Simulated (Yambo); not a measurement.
# Optical response of K2LiScF6

```xyz
10
Lattice="0.0000 4.1448 4.1448 4.1448 0.0000 4.1448 4.1448 4.1448 0.0000" Properties=species:S:1:pos:R:3 pbc="T T T"
Li     4.1448     4.1448     4.1448
F      4.1448     4.1448     2.0358
F      4.1448     4.1448     6.2538
F      2.0358     4.1448     4.1448
F      6.2538     4.1448     4.1448
F      4.1448     2.0358     4.1448
F      4.1448     6.2538     4.1448
K      2.0724     2.0724     2.0724
K      6.2172     6.2172     6.2172
Sc     0.0000     0.0000     0.0000
```

Yambo, RPA with local fields on PBEsol bands; 4×4×4 mesh, 120 bands, 3 Ry local-field block, 0.2 eV broadening; field along x.

```csv
E (eV),Im ε,Re ε,"Im ε, independent particles"
0.0,0.00,2.13,0.00
0.6,0.00,2.13,0.00
1.2,0.00,2.14,0.01
1.9,0.01,2.16,0.01
2.5,0.01,2.18,0.01
3.1,0.01,2.21,0.02
3.8,0.02,2.25,0.02
4.4,0.02,2.31,0.03
5.0,0.03,2.39,0.04
5.6,0.05,2.51,0.07
6.2,0.08,2.69,0.14
6.9,0.23,3.04,0.60
7.5,0.93,3.18,2.24
8.1,1.31,2.70,1.18
8.8,0.77,2.72,0.84
9.4,1.78,2.87,2.36
10.0,1.90,2.32,2.04
10.6,2.33,1.86,2.11
11.2,2.13,0.88,1.66
11.9,1.38,0.67,1.32
12.5,1.02,0.92,0.96
13.1,0.94,0.83,0.94
13.8,0.71,1.00,0.72
14.4,0.67,1.08,0.68
15.0,0.54,1.21,0.54
15.6,0.51,1.37,0.56
16.2,0.70,1.43,0.83
16.9,0.70,1.48,0.84
17.5,0.83,1.51,1.05
18.1,0.97,1.41,1.13
18.8,1.02,1.15,1.20
19.4,0.90,1.03,1.48
20.0,0.64,1.23,2.13
```

Peak heights and small wiggles depend on the k mesh. Convergence of the RPA response with its 4×4×4 mesh was not tested. No excitonic effects at this level.

Geometry of the Materials Project entry, not relaxed at this level.

The structure is a Materials Project entry; no match was found in the copy of COD used, and its stability was not checked.
